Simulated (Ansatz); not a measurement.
# Cd2HgS3 (C2) at 3 levels of theory

One geometry, relaxed with PBE; plane waves with PAW potentials in Ansatz, scalar-relativistic. No spin polarisation. Gaps are the least over mesh and band path; pressure is positive in compression.

Space group C2 (No. 5). a = 7.246 Å, b = 4.111 Å, c = 9.755 Å, α = 90.00°, β = 96.53°, γ = 90.00°
| atom | site | symmetry | x | y | z |
| --- | --- | --- | --- | --- | --- |
| Cd | 4c | 1 | 0.7966 | 0.7977 | 0.1632 |
| Hg | 2b | 2 | 0.0000 | 0.3080 | 0.5000 |
| S | 2a | 2 | 0.0000 | 0.5160 | 0.0000 |
| S | 4c | 1 | 0.7491 | 0.7903 | 0.6815 |

| level | cutoff (eV) | k mesh | gap (eV) | pressure (GPa) |
| --- | --- | --- | --- | --- |
| PBE | 420 | 8×8×4 | 1.04 | 0.0 |
| r2SCAN | 500 | 8×8×4 | 1.42 | -1.7 |
| LDA | 420 | 8×8×4 | 0.87 | -5.4 |

Spin-orbit coupling matters for the bands of heavy elements and is left out.

The structure comes from a generated guess; another structure or a mixture of phases may lie lower.
